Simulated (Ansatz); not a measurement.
The cell is Ga3BAs4, ordered on the zincblende lattice (R3m) with 8 atoms a cell; cell and atoms were relaxed with r2SCAN. It is trigonal, R3m (No. 160); conventional cell a = 3.863 Å, c = 38.058 Å, 20.49 Å³ an atom. B is surrounded by 4 As at 2.07–2.32 Å; Ga is surrounded by 4 As at 2.40–2.45 Å; Ga is surrounded by 4 As at 2.40–2.44 Å; Ga is surrounded by 4 As at 2.40–2.43 Å; As is surrounded by 3 B at 2.32 Å and 1 Ga at 2.45 Å; As is surrounded by 4 Ga at 2.40–2.44 Å; As is surrounded by 4 Ga at 2.40–2.43 Å; As is surrounded by 1 B at 2.07 Å and 3 Ga at 2.40 Å.

```
B Ga As
1.0
     1.93145    1.11512   12.68607
    -1.93145    1.11512   12.68607
     0.00000   -2.23024   12.68607
B Ga As
1 3 4
Cartesian
  1.9314 1.1151 12.7551
  0.0000 0.0000 9.6622
  0.0000 0.0000 19.0266
  0.0000 0.0000 28.3940
  0.0000 0.0000 12.1111
  0.0000 0.0000 21.4632
  0.0000 0.0000 30.8270
  0.0000 0.0000 2.1361
```

3 runs of the PAW code Ansatz on this cell differ in the functional (and in the settings that go with it). Levels are in eV from each run's valence top; v1 is the last filled band, c1 the first empty one.

Run A, mean stress +0.5 GPa (compression positive):
```tsv
point	v5	v3	v1	c1	c2	c3
Γ	-0.66	-0.40	0.00	0.72	2.10	2.53
T	-1.05	-0.36	-0.21	0.81	2.45	2.79
H₂	-4.40	-2.98	-2.49	2.72	2.92	3.75
```

Run B, mean stress 0.0 GPa (compression positive):
```tsv
point	v5	v3	v1	c1	c2	c3
Γ	-0.64	-0.43	0.00	0.25	1.63	2.10
T	-1.00	-0.34	-0.22	0.33	2.02	2.35
H₂	-4.18	-2.88	-2.40	2.31	2.52	3.31
```

Run C, mean stress +2.7 GPa (compression positive):
```tsv
point	v5	v3	v1	c1	c2	c3
Γ	-0.62	-0.44	0.00	0.05	1.15	1.69
T	-0.96	-0.33	-0.21	0.13	1.61	1.90
H₂	-4.06	-2.78	-2.32	1.99	2.21	2.97
```

Task: Match the runs to PBE, r2SCAN, HSE06.

Result: A is HSE06, B is r2SCAN, C is PBE. In order of the gap: PBE 0.05, r2SCAN 0.25, HSE06 0.72 eV. The stress vanishes for r2SCAN, which relaxed the cell.

Simulation only: spin-unpolarised, and no claim that this is the phase found in nature.

The runs are scalar-relativistic, without spin-orbit coupling.

The program warns that its thresholds are loose for a hybrid's stress.

Gaps or overlaps of about a tenth of an eV are at the limit of these meshes: between the points read a gap can be smaller or closed.
